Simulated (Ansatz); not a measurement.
Input:

BAs:
```yaml
crystal:
  lattice:
    - [0.00000, 2.38584, 2.38584]
    - [2.38584, 0.00000, 2.38584]
    - [2.38584, 2.38584, 0.00000]
  atoms:
    - { symbol: B, position: [0.25000, 0.25000, 0.25000] }
    - { symbol: As, position: [0.50000, 0.50000, 0.50000] }
```

This is the HSE06-relaxed structure.

Task: All from the program Ansatz at the HSE06 level (PAW), unless another level is named. Estimate the band gap.

Result: 1.82 eV (indirect).

Task: Predict the smallest direct gap on the standard path.

Result: 4.12 eV.

Task: Next, the valence-band maximum?

Result: at Γ.

Task: Give the conduction-band minimum.

Result: on the Γ–X line, 80 % of the way from Γ (6 equivalent valleys).

Space group F-43m (zinc blende). The cell was relaxed with HSE06 under the symmetry of its start. The volume moved by 17 % from the start of the relaxation. The hybrid was solved on a coarse mesh, the path and, where they were found, the r²SCAN edge points; its band edges are the extreme levels among these. Spin–orbit coupling is left out wherever it is not named.

Potentials: the later of the program's two PAW sets.
